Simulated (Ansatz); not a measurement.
Molecular dynamics on a 1×1×1 supercell (3 atoms) of MoS2 (R-3m), relaxed with r2SCAN+rVV10. Forces come from r2SCAN in Ansatz: Langevin thermostat and barostat (NPT), 1000 K, steps of 3 fs. Spin polarisation is off, nuclei are classical, and the run is far too short for thermal averages.

```yaml
crystal:
  lattice:
    - [1.5965478212, 0.9217673143, 6.0769183289]
    - [-1.5965478212, 0.9217673143, 6.0769183289]
    - [0.0, -1.8435346286, 6.0769183289]
  atoms:
    - { symbol: Mo, position: [0.0, 0.0, 0.0] }
    - { symbol: S, position: [0.7525775323, 0.7525775323, 0.7525775323] }
    - { symbol: S, position: [0.2474224677, 0.2474224677, 0.2474224677] }
kpoints:
  mp_grid: { grid: [6, 6, 6] }
hamiltonian:
  xc: r2scan
scf:
  occupations: { method: fermi_dirac, width: 0.086 }
md:
  ensemble: npt_langevin
  temperature: 1000
  timestep: 3.0
  n_steps: 30
  initial_velocities: maxwell_boltzmann
  seed: 9895
```

Run as `ansatz run input.yaml --threads 4 --pin off --max-ram 3686MiB --backend cpu --events-out ev --progress --plain --runs-dir out`. It took 3.1 min on 4 threads of Arm Neoverse V1 (shared host); peak host memory 0.65 GiB.

```csv
step,t (fs),T (K),free energy F from step 0 (meV/atom),kinetic energy (meV/atom),pressure (GPa),volume (Å³/atom),largest force (eV/Å)
0,0,667,0.0,86.2,1.66,17.89,0.12
1,3,755,3.9,97.6,0.52,17.89,0.50
2,6,893,14.1,115.4,-0.38,17.88,0.87
3,9,1081,30.0,139.7,-1.04,17.86,1.19
4,12,759,47.6,98.2,-1.60,17.84,1.38
5,15,716,64.4,92.6,-1.51,17.81,1.60
6,18,836,81.1,108.1,-1.08,17.80,1.84
7,21,658,94.8,85.1,-0.78,17.78,1.99
8,24,529,101.5,68.3,-0.32,17.77,2.03
9,27,508,102.0,65.7,0.39,17.76,2.00
10,30,748,97.1,96.7,1.30,17.75,1.90
11,33,762,92.3,98.5,1.96,17.76,1.79
12,36,640,90.9,82.7,2.41,17.77,1.77
13,39,719,89.8,92.9,3.18,17.78,1.80
14,42,696,87.8,89.9,3.85,17.78,1.84
15,45,879,85.1,113.6,4.18,17.77,1.92
16,48,1133,85.1,146.5,4.31,17.78,2.10
17,51,1266,87.1,163.7,4.30,17.79,2.34
18,54,1182,86.5,152.7,4.05,17.81,2.52
19,57,1058,81.9,136.7,3.71,17.83,2.56
20,60,1260,71.2,162.9,3.49,17.85,2.40
21,63,1589,59.8,205.4,3.43,17.86,2.16
22,66,1446,51.1,186.9,3.24,17.86,1.91
23,69,1422,43.0,183.8,3.23,17.88,1.61
24,72,1495,37.0,193.2,3.34,17.91,1.28
25,75,1635,36.0,211.4,3.56,17.93,1.06
26,78,1462,40.0,188.9,3.42,17.96,1.09
27,81,1407,47.5,181.8,3.45,18.00,1.29
28,84,1196,57.7,154.6,3.62,18.03,1.53
29,87,1067,70.3,138.0,4.07,18.08,1.77
30,90,1043,84.4,134.8,4.71,18.13,1.98
```

The temperature starts at 667 K, is lowest at step 9 (508 K, 27 fs) and ends at 1043 K. The first value is 2/3 of the setting, since velocities are drawn without the motion of the centre of mass and T is counted over all atoms.

Positions (Å) and forces (eV/Å) at step 30:
```
cell (Å): 1.604 0.926 6.104; -1.604 0.926 6.104; 0.000 -1.852 6.104
Mo   0.068  -0.269   0.226     1.847  -0.308  -0.639
S    0.379  -0.234  13.993    -1.689   0.166   0.771
S    0.182  -0.294   4.785    -0.158   0.141  -0.131
```
